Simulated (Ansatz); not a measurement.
## Relaxing a structure of TiC

The start is a relaxed TiC cell displaced along its unstable phonon at q = (½, ½, 0) of its primitive reciprocal cell (397i cm⁻¹), largest move 0.15 Å. The structure is fully relaxed (lattice and positions, P = 0) with r2SCAN (plane waves to 500 eV, PAW, scalar-relativistic; Ansatz, an electronic-structure program). The first steps use a coarse 12×12×12 k-mesh.

Initial structure:
```yaml
crystal:
  lattice:
    - [5.40839, 0.00000, 0.00000]
    - [2.70419, 2.70419, 0.00000]
    - [0.00000, 0.00000, 2.70419]
  atoms:
    - { symbol: Ti, position: [0.00000, 0.00000, 0.00000] }
    - { symbol: Ti, position: [0.50000, 0.00000, 0.00000] }
    - { symbol: C, position: [0.00000, 0.50000, 0.55547] }
    - { symbol: C, position: [0.50000, 0.50000, 0.44453] }
```

**Question.** Which atoms feel the largest initial force, and how large is it?

**Answer.** 1.15 eV/Å, on C3, C4 (atoms numbered as listed).

**Question.** How much energy is released per atom?

**Answer.** 0.30 eV/atom.

**Question.** How does the volume change?

**Answer.** +9.0 %, from 9.89 to 10.78 Å³/atom.

**Question.** Does it find its way back to the structure it was made from?

**Answer.** It does not go back: it reaches P4/nmm (No. 129), 0.35 eV/atom below the parent.

**Question.** How do the shortest distances between atoms change?

**Answer.** The closest pairs of elements (up to four, under 3.6 Å), start → end: C–Ti 2.26 → 2.13 Å; Ti–Ti 2.70 → 2.69 Å; C–C 2.70 → 2.69 Å.

**Question.** Is the relaxed structure metallic? Give its gap.

**Answer.** Zero (metallic).

**Question.** Write out the relaxed structure.

**Answer.** 
```cif
data_C2Ti2
_chemical_formula_sum 'Ti2 C2'
_space_group_name_H-M_alt 'P4/nmm :1'
_space_group_IT_number 129
_space_group_name_Hall 'P 4ab 2ab -1ab'
_cell_length_a 4.00759
_cell_length_b 4.00759
_cell_length_c 2.68531
_cell_angle_alpha 90.000
_cell_angle_beta 90.000
_cell_angle_gamma 90.000
loop_
_space_group_symop_operation_xyz
  'x, y, z'
  '-y+1/2, x+1/2, z'
  '-x, -y, z'
  'y+1/2, -x+1/2, z'
  'x+1/2, -y+1/2, -z'
  '-y, -x, -z'
  '-x+1/2, y+1/2, -z'
  'y, x, -z'
  '-x+1/2, -y+1/2, -z'
  'y, -x, -z'
  'x+1/2, y+1/2, -z'
  '-y, x, -z'
  '-x, y, z'
  'y+1/2, x+1/2, z'
  'x, -y, z'
  '-y+1/2, -x+1/2, z'
loop_
_atom_site_label
_atom_site_type_symbol
_atom_site_symmetry_multiplicity
_atom_site_Wyckoff_symbol
_atom_site_fract_x
_atom_site_fract_y
_atom_site_fract_z
_atom_site_occupancy
Ti1 Ti 2 a 0.00000 0.00000 0.00000 1
C1 C 2 c 0.50000 0.00000 0.26944 1
```

Final values are on a 12×12×17 k-mesh of the relaxed cell. No spin polarisation in the result.

The run could not lose the symmetry of its start: the end is stationary, and may be a saddle point rather than a minimum.

The relaxed structure here is a generated cell of TiC: the first start was made by placing the elements on the sites of a structure type, and the end was not matched to a known phase here, so it may be hypothetical. Known forms of TiC include space group No. 225.
